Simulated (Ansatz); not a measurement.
## Two states of Cu₃S₄

```
Cu S
1.0
     3.51315    0.00000    0.00000
    -1.75657    3.04247    0.00000
    -1.75657    1.01416   11.64299
Cu S
3 4
Direct
  0.50000 0.50000 0.50000
  0.41710 0.58290 0.25130
  0.58290 0.41710 0.74870
  0.28880 0.71120 0.86640
  0.71120 0.28880 0.13360
  0.12700 0.87300 0.38100
  0.87300 0.12700 0.61900
```

Level: r2SCAN; 500 eV; 6×6×6 Γ-centred mesh; fermi-dirac occupations (width 0.1 eV); Ansatz 0.2.0, fixed geometry.

State A: no moments (collinear spin). State B: Cu2 down, Cu3 up, S4 up, S5 down (collinear spin).

Q: Which state is lower, and how do they differ?

A: State B is lower by 9.0 meV an atom at zero smearing; in free energy at this smearing B lies -4.2 meV an atom from A. So small a gap isn't resolved on this mesh where a state is a metal.

```json
{"state": "A", "free energy (meV/atom)": "4.2", "largest moment in a small sphere (μB)": "0.00", "net moment (μB/cell)": "0.00", "gap on mesh (eV)": "metal", "pressure (GPa)": "-7.3", "largest force (eV/Å)": "1.21"}
{"state": "B", "free energy (meV/atom)": "0.0", "largest moment in a small sphere (μB)": "0.37", "net moment (μB/cell)": "0.00", "gap on mesh (eV)": "metal", "pressure (GPa)": "-7.0", "largest force (eV/Å)": "1.19"}
```

Origin: a known structure type with other elements, at an estimated volume, so it need not be a known compound. Caveats: the k mesh is coarse if the cell is a metal; the input typed no starting moments.
